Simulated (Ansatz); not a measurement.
EuCuO2 (R-3m): total moment held at 9 μB

Method: Ansatz 0.2.0, DFT, LDA, all-electron PAW with datasets made for the crystal, scalar-relativistic.

Command: `ansatz run input.yaml --threads 2 --pin off --max-ram 6144MiB --backend cpu --events-out ev --progress --plain --runs-dir out`

```yaml
crystal:
  lattice:
    - [1.815, 1.0478907386, 5.69]
    - [-1.815, 1.0478907386, 5.69]
    - [0.0, -2.0957814772, 5.69]
  atoms:
    - { symbol: Eu, position: [0.5, 0.5, 0.5], spin: 9.0 }
    - { symbol: Cu, position: [0.0, 0.0, 0.0] }
    - { symbol: O, position: [0.108, 0.108, 0.108] }
    - { symbol: O, position: [0.892, 0.892, 0.892] }
magnetization:
  spin_polarized: true
  initial_magnetization: 9.0
  spin_locking: { lock_magnetization: hard }
kpoints:
  mp_grid: { grid: [9, 9, 9] }
scf:
  occupations: { method: fermi_dirac, width: 0.03 }
hamiltonian:
  xc: lda
  pseudopotentials: { kind: all_electron, datasets: crystal }
output:
  forces: true
  stress: true
  eigenvalues: false
```

Output:

```
Warning: where an SCF of this run starts from atoms to list the orders of its open shells, Eu (site 0, from 0) starts with 6.00 μB on its 4f shell and 1.00 μB on its 5d shell, in the place of the 9.00 μB that the deck gives it: its open shells can hold no more by Hund's first rule. To start from spheres of the given moment, type scf.initial_density.shell_occupations: []
settings of this run that can trade accuracy for cost: output.eigenvalues: false. Do not mix this run's numbers with those of runs without the same settings; the input reference describes each key
basis.fft_grid_basis auto: the FFT boxes are laid along the combinations [[1, 0, -1], [0, 1, -1], [0, 0, 1]] of the cell's own vectors, 3.630, 3.630 and 6.064 Å long. The dense box has 27×27×45 points. Along the cell's own vectors, as sized, it would have 45×45×45, 2.78 times as many. Of the 12 symmetry operations that the crystal satisfies within crystal.symmetry.tolerance (time reversal apart; o …
hamiltonian.pseudopotentials.datasets: crystal makes datasets for this crystal and solves the spheres of its atoms anew in each pass: cutoff 500.0 eV, the density's 2000.0 eV; for an error of 0.50 meV an atom under PBE, 2.0 meV for the cell; an energy difference from a run of another recipe may be off by several times the error for the cell, under r2SCAN by more, where some 0.1 meV an atom stays a …
Engine: ansatz 0.2.0
Pseudopotentials: kind: all_electron
Pseudopotential: Eu, paw, valence charge 17, recommended cutoff 500 eV (normal), crystal/all_electron/lda/scalar/gaussian/Eu, Koelling and Harmon's equation, gaussian nucleus
Pseudopotential: Cu, paw, valence charge 19, recommended cutoff 500 eV (normal), crystal/all_electron/lda/scalar/gaussian/Cu, Koelling and Harmon's equation, gaussian nucleus
Pseudopotential: O, paw, valence charge 6, recommended cutoff 500 eV (normal), crystal/all_electron/lda/scalar/gaussian/O, Koelling and Harmon's equation, gaussian nucleus
Functional definition: SPW92
  exchange = slater_x
  correlation = pw_c
a search for the magnetic state begins, with frozen cores and fixed partial waves. It gives no result and prints no iterations
the search for the magnetic state of this step took 28 SCF iterations with frozen cores. It stayed in its first state, in which the spheres begin
Crystal: 4 atoms, lattice volume = 64.932 Å³
Basis set: ecut = 500 eV, 1671 PW (Γ), FFT grids on a1−a3, a2−a3, a3
Bands: 35, of which v1, the nominal top of the filled ones, is band 24 counted from 1 (23 counted from 0)
Symmetry: 12 space group operations
Space group: R-3m (ITA 166), of the structure as read, at distance tolerance 4.0e-5 Å
Magnetic group: BNS 166.97 (UNI 1327), of the structure as read, at distance tolerance 4.0e-5 Å
k-points: 85 of 729
Non-local potential: Eu, projectors of the file, l = 0: 2, l = 1: 2, l = 2: 1, l = 3: 2
Non-local potential: Cu, projectors of the file, l = 0: 2, l = 1: 2, l = 2: 2
Non-local potential: O, projectors of the file, l = 0: 1, l = 1: 2
PAW form: soft (Blöchl's): semilocal exchange-correlation on the pseudo side does not see the compensation charge
PAW one-centre angular grid: Eu, 590 points (default); XC on its mesh's 1783 points in the sphere
PAW one-centre angular grid: Cu, 590 points (default); XC on its mesh's 1819 points in the sphere
[...]
  E_band       = -473.302590
  E_kinetic    = 1006.654100
  E_local      = -6966.415486  (includes V_loc(G=0)·N_el)
  E_nonlocal   = 10.762007
  E_hartree    = 3178.877195
  E_xc         = -386.230021
  E_vxc        = -499.667489  (∫ρ·V_xc dr)
  E_paw        = -346628.591484  (= ΣΔE_a)
  E_vpaw       = -11391.483083  (= ΣTr[D̂ρ^β])
  E_ewald      = -5131.130035
  E_smearing   = -0.021386  (= −TS)
  E_closure    = 11009.097378  (closes the sum)
  Σ components = -343906.997730   (vs F -343906.997730, Δ=0.00e0)
  The terms above E_closure are by the made datasets' own strengths, without shells solved beside the bands.
--- Forces (eV/Å), atoms counted from 1 ---
  atom   1  Eu     0.00000000    -0.00000000     0.00000000
  atom   2  Cu    -0.00000000     0.00000000     0.00000000
  atom   3  O      0.00000000    -0.00000000    -1.54022495
  atom   4  O      0.00000000     0.00000000     1.54022495
  max |Σ_I F_I| component: 6.66e-16 eV/Å
--- Stress (GPa, compression-positive) ---
        7.071198       0.000000       0.000000
        0.000000       7.071198       0.000000
        0.000000       0.000000      -7.570742
  P = ⅓ Tr σ = 2.1906 GPa (21.906 kbar)
settings of this run that can trade accuracy for cost: output.eigenvalues: false. Do not mix this run's numbers with those of runs without the same settings; the input reference describes each key
```

Site moments (μB): Eu1 6.46, Cu2 0.70, O3 0.41, O4 0.41. Cell moment 9.00 μB.

The magnetic group in the log treats spin as a scalar label, without spin–orbit coupling.

Without U a semilocal functional puts the f levels too near the Fermi level, which can change moments and the order of magnetic states; site and cell moments are spin moments. Spin–orbit coupling is left out although heavy atoms are present. With open f shells a run can end in a state that isn't the lowest. The magnetic state is the one that this cell and start allow. It needn't be the compound's measured order, which may need a larger cell or be absent.

It took 2.5 min on 2 threads of Intel(R) Xeon(R) Platinum 8259CL CPU @ 2.50GHz (Skylake/Cascade Lake) (shared host), peak memory 1.9 GiB.
